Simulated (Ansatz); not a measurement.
CdS (wurtzite, P6_3mc), r²SCAN (plane waves, PAW; program Ansatz). The conduction-band minimum lies at Γ, with 1 equivalent valley. Second derivatives d²E/dk² of the lowest band at one valley (eV·Å²), along Cartesian directions:

```
direction  d²E/dk²
---------  -------
[100]        47.47
[010]        47.46
[001]        51.08
[110]        47.46
[101]        49.29
[011]        49.29
```

Q: Find the principal effective masses, the density-of-states mass and the conductivity mass.

A: Off-diagonal terms follow from H_xy = H[110] − (H_xx + H_yy)/2, and m*/mₑ = 7.620 eV·Å² over each eigenvalue: 0.15, 0.16, 0.16. One valley's DOS mass (m₁m₂m₃)^(1/3) = 0.16, conductivity mass 3/(Σ 1/mᵢ) = 0.16 mₑ.

Q: What effective density of states Nc follows at 300 K for parabolic valleys?

A: Nc = 2.509e19 × 1 × (0.16)^(3/2) ≈ 1.6e18 cm⁻³.

The r²SCAN relaxation kept the symmetry of its start. Spin–orbit coupling is left out wherever it is not named.

Potentials: the later of the program's two PAW sets.

Edges and masses are those of Kohn–Sham bands, whose gap is no quasiparticle gap.
